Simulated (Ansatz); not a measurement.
Relaxed-ion elastic tensor of Li (hcp (Mg type), P6_3/mmc) in GPa (Voigt order), the program Ansatz at the PBEsol level (PAW); density 0.57 g/cm³, 20.20 Å³ per atom.

|  | 1 | 2 | 3 | 4 | 5 | 6 |
|---|---|---|---|---|---|---|
| 1 | 21.5 | 13.1 | 6.3 | 0.0 | 0.0 | 0.0 |
| 2 | 13.1 | 21.5 | 6.3 | 0.0 | 0.0 | 0.0 |
| 3 | 6.3 | 6.3 | 28.7 | 0.0 | 0.0 | 0.0 |
| 4 | 0.0 | 0.0 | 0.0 | 4.9 | 0.0 | 0.0 |
| 5 | 0.0 | 0.0 | 0.0 | 0.0 | 4.9 | 0.0 |
| 6 | 0.0 | 0.0 | 0.0 | 0.0 | 0.0 | 4.2 |

Question: Is the crystal mechanically stable?

Answer: Yes: the smallest eigenvalue of C is 4.2 GPa.

Question: Work out the Voigt, Reuss and Hill averages.

Answer: K_V = 13.7, K_R = 13.7, K_H = 13.7; G_V = 5.9, G_R = 5.1, G_H = 5.5 GPa.

Question: Give Young's modulus, Poisson's ratio, Pugh's ratio and the universal anisotropy index.

Answer: E = 9KG/(3K + G) = 14.6 GPa; ν = 0.32; K/G = 2.48 (ductile by the Pugh limit of 1.75); A_U = 5G_V/G_R + K_V/K_R − 6 = 0.71.

Question: Estimate the sound speeds and the Debye temperature.

Answer: v_l = √((K + 4G/3)/ρ) = 6070 m/s, v_t = √(G/ρ) = 3110 m/s, mean 3480 m/s; Θ = (h/k)(3n/4πV)^(1/3) v_m = 380 K.

Question: How much does each axis shrink under pressure?

Answer: Linear compressibilities β_i = Σ_j S_ij (j = 1 to 3): x 25, y 25, z 24 per TPa.

The first step of the workflow began from a Materials Project structure, measured or hypothetical; the Crystallography Open Database files this formula in space group No. 194, but the cells were not matched. It is not the phase usual at ambient conditions (space group No. 229). Symmetry was held in the PBEsol relaxation; whether a distortion lowers the energy is not shown. As this level gives no gap, shear constants depend on the k-mesh and smearing (Fermi–Dirac, 0.1 eV here).

Potentials: the earlier of the program's two PAW sets. The files were generated under PBE; for other functionals the program regenerates the frozen cores, and for LDA and PBEsol the local potential too.
